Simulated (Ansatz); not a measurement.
One crystal and one scan (frozen-phonon scan) at two levels, r2SCAN (plane waves to 500 eV, PAW, scalar-relativistic; Ansatz, a quantum-chemistry and plane-wave program) and PBE (plane waves to 420 eV, PAW, scalar-relativistic; Ansatz), each from its own relaxed cell and on its own mesh. The cell shown is that of r2SCAN.

Starting cell, CaO (rock salt):

```xyz
4
Lattice="0.0000 4.7948 4.7948 2.3974 2.3974 4.7948 2.3974 2.3974 0.0000" Properties=species:S:1:pos:R:3 pbc="T T T"
O      0.0000     0.0000     0.0000
O      2.3974     4.7948     2.3974
Ca     2.3974     2.3974     2.3974
Ca     2.3974     4.7948     4.7948
```

A phonon eigenvector at X = (0.5, 0.5, 0.0) is frozen into this cell: atom i moves by Q times the vector below, so Q is the largest atomic displacement, in Å. The cell is held. It is one choice among 2 degenerate patterns. (q is in reciprocal vectors of the primitive cell; the cell shown is doubled to hold the pattern.)

```
atom      x       y      z
----  -----  ------  -----
O1    0.000   0.610  0.000
O2    0.000  -0.610  0.000
Ca3   0.000  -1.000  0.000
Ca4   0.000   1.000  0.000
```

CaO was relaxed with its symmetry unable to fall. Percentages come from the unrounded values.

Results of r2SCAN:

- Lattice constant a (Å) = 4.795
- Band gap of the relaxed cell, no spin-orbit coupling (eV) = 4.20
- Harmonic wavenumber from the curvature (finite differences) (cm⁻¹ (negative: imaginary)) = 204
- Shape of the curve = a single well with its minimum at or next to zero displacement

### Question
Estimate the PBE values.

### Answer
```tsv
quantity	PBE	r2SCAN − PBE
Lattice constant a (Å)	4.831	-0.036 (-0.7 %)
Band gap of the relaxed cell, no spin-orbit coupling (eV)	3.66	+0.54 (+15 %)
Harmonic wavenumber from the curvature (finite differences) (cm⁻¹ (negative: imaginary))	198	+6 (+3 %)
```

r2SCAN gives the higher value for: band gap of the relaxed cell, no spin-orbit coupling; harmonic wavenumber from the curvature. r2SCAN gives the lower value for: lattice constant a. Both give the same shape of the curve: a single well with its minimum at or next to zero displacement. Neither level is exact: the differences show how much the result hangs on the functional.

(For displaced atoms, the force is minus the slope of the energy, and its curvature is a force constant, which sets phonon frequencies.)
